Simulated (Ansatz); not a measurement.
The relaxed structure here is a generated cell of HfO2: the first start was made by a random draw of sites in a space group, and the end was not matched to a known phase here, so it may be hypothetical. Known forms of HfO2 include space group No. 14, 29, 137, 225.

The end point of a relaxation of HfO2. Method: PBE (plane waves to 420 eV, PAW, scalar-relativistic; Ansatz, a first-principles code).

```
CELL_PARAMETERS angstrom
      3.86333     0.00000     0.00000
      0.00000     3.49071     0.00000
     -1.35957     0.00000     5.29757
ATOMIC_POSITIONS crystal
  Hf 0.66623 0.25000 0.76940
  Hf 0.33377 0.75000 0.23060
  O  0.26963 0.25000 0.41687
  O  0.73037 0.75000 0.58313
  O  0.23350 0.25000 0.93283
  O  0.76650 0.75000 0.06717
```

Determine the symmetry and give the standard cell with its independent sites.

Space group P2₁/m (No. 11); a = 3.863 Å, b = 3.491 Å, c = 5.469 Å, α = γ = 90.00°, β = 104.39°

| atom | site | symmetry | x | y | z |
|---|---|---|---|---|---|
| Hf | 2e | m | 0.3338 | 0.7500 | 0.2306 |
| O | 2e | m | 0.2696 | 0.2500 | 0.4169 |
| O | 2e | m | 0.2335 | 0.2500 | 0.9328 |

Give the shortest distances between elements (the closest pairs, up to four, under 3.6 Å).

Hf–O 2.07 Å; O–O 2.50 Å; Hf–Hf 3.39 Å.

```json
{
 "volume_per_atom": "11.91 Å³",
 "density": "9.78 g/cm³",
 "band_gap": "4.87 eV, direct at Γ (no spin-orbit coupling)"
}
```

No spin polarisation in the result.

It was reached from a disturbed copy of a P4₂/mcm (No. 132) cell, against which it lies -0.701 eV/atom.
